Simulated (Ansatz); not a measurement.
Input file for Ansatz (a first-principles code):

Ansatz 0.2 input:
```yaml
crystal:
  lattice:
    - [3.0662410534, 0.0, 0.0]
    - [0.0, 3.0662410534, 0.0]
    - [0.0, 0.0, 3.0662410534]
  atoms:
    - { symbol: Al, position: [0.0, 0.0, 0.0] }
    - { symbol: Pt, position: [0.5, 0.5, 0.5] }
kpoints:
  mp_grid: { grid: [13, 13, 13] }
hamiltonian:
  xc: r2scan
  pseudopotentials: { kind: paw }
scf:
  occupations: { method: gaussian, width: 0.1 }
checkpoint: { read: metal.run }
output: { bader: true, populations: true }
```

Output (shortened):

```
Pseudopotential: Al, paw, valence charge 3
Pseudopotential: Pt, paw, valence charge 18
Functional definition: r2SCAN
Crystal: 2 atoms, lattice volume = 28.828 Å³
Basis set: ecut = 500 eV, 739 PW (Γ), exchange–correlation on 96×96×96 points (64 copies of the dense FFT grid, shifted against one another)
Bands: 19, of which v1, the nominal top of the filled ones, is band 11 counted from 1 (10 counted from 0)
Symmetry: 48 space group operations
Space group: Pm-3m (ITA 221), of the structure as read, at distance tolerance 3.1e-5 Å
k-points: 84 of 2197
Stability of the state it starts from, as read at its close in the unpolarized treatment …
iter 1 solved again at ethr=4.78e-9 eV; its pass at ethr=3.10e-3 eV (dr2=1.00e-6 eV) is discarded
SCF iter   1: F=—  HF=-13079.172417 eV  |F-HF|=—  |Δ(HF+E_count)|=         —  Δρ=7.91e-7  dr2=1.29e-10  dr2_τ=1.03e-11  ethr=4.78e-9  ⟨swp⟩=3.9  Hψ=12313  notcnv=0
preconditioner: auto → none
SCF iter   2: F=-13079.172417 eV  HF=-13079.172417 eV  |F-HF|=2.20e-10  |Δ(HF+E_count)|=   1.95e-7  Δρ=7.63e-7  dr2=2.80e-10  dr2_τ=3.33e-11  ethr=1.00e-12  ⟨swp⟩=5.4  Hψ=5484  notcnv=0
SCF 1 converged in 2 iterations: F = -13079.172417 eV  dr2 = 2.80e-10
SCF converged after 2 iterations
Free energy (F): -13079.172417 eV
Harris-Foulkes:  -13079.172417 eV  (|F-HF|=2.20e-10)
Internal energy: -13079.169190 eV  (E = F + TS)
E sigma→0 (E₀):  -13079.170803 eV
Entropy (-TS):   -0.003228 eV (-1.614 meV/atom)
Fermi energy:    17.353548 eV
--- Per-component energies (eV) ---
  E_band       = -229.352610
  E_kinetic    = 665.818433
  E_local      = -2126.903831  (includes V_loc(G=0)·N_el)
  E_nonlocal   = 210.048270
  E_hartree    = 836.538413
  E_xc         = -289.269794
  E_vxc        = -373.464885  (∫ρ·V_xc dr)
  E_paw        = -9953.216465  (= ΣΔE_a)
  E_vpaw       = -301.741865  (= ΣTr[D̂ρ^β])
  E_aug_tail   = 0.000148  (compensation charges beyond the density's cutoff)
  E_vtau       = 23.813383  (kinetic-family band-sum trace: ∫τ·v_τ [+ j·A + Jᵃ·Aᵃ] dr)
  E_ewald      = -2421.892762
  E_core_change = -0.291602  (= ΣΔE_core)
  E_smearing   = -0.003228  (= −TS)
  E_closure    =  0.000000  (closes the sum)
  Σ components = -13079.172417   (vs F -13079.172417, Δ=0.00e0)
  [band-id]    e_kinetic+e_local+e_nonlocal+2·e_hartree+e_vxc+e_vpaw+e_augmentation_tail+e_vtau = -229.353520   (vs E_band -229.352610, Δ=-9.10e-4)
--- Band table (eV; the first three rows and the last of 84) ---
  k-point 0: bands = ["-83.7233", "-37.3410", "-37.3410", "-37.3410", "4.9760", "11.2836", "11.2836", "14.5043", "14.5043", "14.5043", "21.5623", "21.5623", "21.5623", "26.8409", "26.8409", "28.3361", "36.0758", "36.0758", "36.0758"]
  k-point 1: bands = ["-83.7231", "-37.3464", "-37.3406", "-37.3406", "5.0930", "11.3173", "11.3257", "14.3889", "14.3889", "14.5161", "20.8747", "21.7744", "21.7744", "26.6159", "27.2216", "28.8758", "35.5300", "35.5300", "36.1856"]
  k-point 2: bands = ["-83.7226", "-37.3614", "-37.3394", "-37.3394", "5.4381", "11.4127", "11.4216", "14.0940", "14.0940", "14.5490", "19.4967", "22.3585", "22.3585", "26.0339", "27.6053", "30.5697", "34.2453", "34.2453", "36.4412"]
  k-point 83: bands = ["-83.7147", "-37.4151", "-37.4151", "-37.4151", "10.3283", "10.4177", "10.4177", "15.7317", "15.7317", "18.3766", "18.7453", "19.3242", "19.3242", "23.1001", "23.9413", "23.9413", "24.4171", "41.4971", "41.4971"]
--- Löwdin populations: 2 sites ---
  site symbol       q [e]
     0     Al      3.1076
     1     Pt     17.7481
  spilling = 0.006870 (of n_electrons = 21.000000)
--- Bader charges: 2 sites ---
  site symbol  charge [e]  shift [e]
     0     Al      2.1669     0.0009
     1     Pt     -2.1669     0.0009
  shift: an alarm, by how much a part of what the PAW files miss would move the charge. Where it is large, compare
  with a run on PAW files of another source; a small one proves nothing
  estimated error of the sums over rays = 2.5e-4 e
```

Cost: about 20 core-seconds (a rough figure) on shared cores.

The workflow started from a Materials Project entry (that database holds measured and hypothetical structures alike); the Crystallography Open Database copy checked does not list it. With Al and Pt taken as one species the cell has the higher symmetry Im-3m, so it may be an ordered model of a mixed-site phase. Its standing as an ambient phase is unchecked. The cell was relaxed with r²SCAN under the symmetry of its start; of distortions, only those at the zone centre were tested. No spin polarisation was allowed. Spin–orbit coupling is left out wherever it is not named.

Potentials: the later of the program's two PAW sets.

Ansatz is a plane-wave DFT program.
